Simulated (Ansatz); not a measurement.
**Profile along the Ir–Ir line in Ir (fcc, Cu type)**

Ir (fcc, Cu type)

```
Ir
1.0
    0.00000     1.91524     1.91524
    1.91524     0.00000     1.91524
    1.91524     1.91524     0.00000
Ir
1
Direct
  0.00000   0.00000   0.00000
```

Fields along a shortest Ir–Ir line of a {110} plane (2.71 Å), from Ir to Ir, interpolated on the slice's grid (step about 0.2 Å). Method: PBEsol (plane waves to 420 eV, PAW, scalar-relativistic; Ansatz, an electronic-structure program). k mesh 21×21×21. Near the nuclei the fields are pseudised (PAW); where an atom keeps semicore shells as valence, they peak there. Ir is run without spin polarisation. Ir was relaxed with its symmetry unable to fall. Spin-orbit coupling is left out, though Ir is heavy.

| distance from Ir (Å) | valence electron density (e/Å³) | electron localisation function |
|---|---|---|
| 0.00 | 8.94 | x |
| 0.14 | 9.02 | x |
| 0.27 | 8.82 | x |
| 0.41 | 7.76 | x |
| 0.54 | 5.77 | 0.66 |
| 0.68 | 3.56 | 0.60 |
| 0.81 | 1.90 | 0.46 |
| 0.95 | 1.01 | 0.34 |
| 1.08 | 0.64 | 0.30 |
| 1.22 | 0.50 | 0.33 |
| 1.35 | 0.46 | 0.37 |
| 1.49 | 0.50 | 0.33 |
| 1.63 | 0.64 | 0.30 |
| 1.76 | 1.01 | 0.34 |
| 1.90 | 1.90 | 0.46 |
| 2.03 | 3.56 | 0.60 |
| 2.17 | 5.77 | 0.66 |
| 2.30 | 7.76 | x |
| 2.44 | 8.82 | x |
| 2.57 | 9.02 | x |
| 2.71 | 8.94 | x |

x: too close to a nucleus for the ELF to mean much.

Density on the Ir–Ir line (2.71 Å) at its midpoint: 0.46 e/Å³. ELF at that point: 0.37.
